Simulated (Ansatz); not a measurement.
**Question.** Each is relaxed and computed with plane-wave PAW PBEsol (Ansatz code). Which is the only metal?
A. Sb2Au, fluorite or antifluorite type
B. AlInSb2, R3m (Al on 3a, In on 3a, Sb on 3a, Sb on 3a)
C. Sr2GaSbO6, Fm-3m (Sr on 8c, Ga on 4a, Sb on 4b, O on 24e)
D. Ca3SbN, anti-perovskite

**Answer.** A, Sb2Au, fluorite or antifluorite type. Sb2Au: metal; AlInSb2: gap 0.41 eV (direct); Ca3SbN: gap 0.33 eV (direct); Sr2GaSbO6: gap 1.12 eV (direct). Standing as an ambient phase not checked: Sb2Au, fluorite or antifluorite type; AlInSb2, R3m (Al on 3a, In on 3a, Sb on 3a, Sb on 3a); Ca3SbN, anti-perovskite; Sr2GaSbO6, Fm-3m (Sr on 8c, Ga on 4a, Sb on 4b, O on 24e). Perhaps ordered models of mixed-site phases: AlInSb2, R3m (Al on 3a, In on 3a, Sb on 3a, Sb on 3a). Unstable at this level: Sb2Au, fluorite or antifluorite type. All cells were relaxed under the symmetry of their starts (and spin orders); stability against distortions was not tested throughout. Scalar-relativistic: spin–orbit coupling is off unless named, which matters more the heavier the elements.

Potentials: the later of the program's two PAW sets.
